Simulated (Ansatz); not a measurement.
Relaxed candidate structures of BP:

**A**
```
CELL_PARAMETERS angstrom
      5.53234     0.00000     0.00000
      0.00000     5.53234     0.00000
      0.00000     0.00000     3.18730
ATOMIC_POSITIONS crystal
  B  0.32159 0.67841 0.00000
  B  0.67841 0.32159 0.00000
  B  0.82159 0.82159 0.50000
  B  0.17841 0.17841 0.50000
  P  0.31929 0.31929 0.00000
  P  0.68071 0.68071 0.00000
  P  0.18071 0.81929 0.50000
  P  0.81929 0.18071 0.50000
```

**B**
```
CELL_PARAMETERS angstrom
      3.17934     0.00000     0.00000
     -1.58967     2.75339     0.00000
      0.00000     0.00000     5.27451
ATOMIC_POSITIONS crystal
  B  0.66667 0.33333 0.99965
  B  0.33333 0.66667 0.49965
  P  0.66667 0.33333 0.62555
  P  0.33333 0.66667 0.12555
```

**C**
```cif
data_BP
_chemical_formula_sum 'P1 B1'
_space_group_name_H-M_alt 'P 1'
_space_group_IT_number 1
_cell_length_a 3.19626
_cell_length_b 3.19626
_cell_length_c 3.19626
_cell_angle_alpha 60.000
_cell_angle_beta 60.000
_cell_angle_gamma 60.000
loop_
_space_group_symop_operation_xyz
  'x, y, z'
loop_
_atom_site_label
_atom_site_type_symbol
_atom_site_fract_x
_atom_site_fract_y
_atom_site_fract_z
_atom_site_occupancy
P1 P 0.75000 0.75000 0.75000 1
B1 B 0.00000 0.00000 0.00000 1
```

**D**
```
CELL_PARAMETERS angstrom
      6.25656     0.00000     0.00000
      0.00000     3.21459     0.00000
      0.00000     0.00000     5.36167
ATOMIC_POSITIONS crystal
  B  0.66175 0.75000 0.89851
  B  0.83825 0.25000 0.39852
  B  0.33825 0.25000 0.10149
  B  0.16174 0.75000 0.60149
  P  0.33875 0.75000 0.89288
  P  0.16125 0.25000 0.39288
  P  0.66125 0.25000 0.10712
  P  0.83875 0.75000 0.60712
```

**E**
```
BP
1.0
    3.25969     0.00000     0.00000
   -1.62984     2.82297     0.00000
    0.00000     0.00000     6.94033
B P
3 3
Direct
  0.00000   0.50000   0.33333
  0.50000   0.50000   0.66667
  0.50000   0.00000   0.00000
  0.00000   0.50000   0.83333
  0.50000   0.50000   0.16667
  0.50000   0.00000   0.50000
```

**F**
```
BP
1.0
    0.00000     2.14433     2.14433
    2.14433     0.00000     2.14433
    2.14433     2.14433     0.00000
P B
1 1
Direct
  0.00000   0.00000   0.00000
  0.50000   0.50000   0.50000
```

**Question.** Order them by energy per atom (lowest first) at the level PBEsol (plane waves to 420 eV, PAW, scalar-relativistic; Ansatz, an electronic-structure program).

**Answer.** C (reference, the lowest among the structures calculated here), B (+9 meV/atom), A (+147 meV/atom), D (+289 meV/atom), E (+0.45 eV/atom), F (+0.98 eV/atom)

**Question.** Give each candidate's band gap.

**Answer.** No gap: E, F. A: 0.26 eV (no spin-orbit coupling); B: 0.83 eV (no spin-orbit coupling); C: 1.11 eV (no spin-orbit coupling); D: 0.59 eV (no spin-orbit coupling).

Each run could gain symmetry but not lose that of its start, so entries can be saddle points. From databases, or of a type measured for this composition: P6₃mc, hP4, wurtzite type; F-43m, cF8, zinc blende type; the others are generated cells (placed on structure types, drawn at random, substituted or restacked) that were not matched to a known phase here. Static energies at zero pressure. The runs use different k-meshes, so differences are rounded accordingly. No spin polarisation in the result.
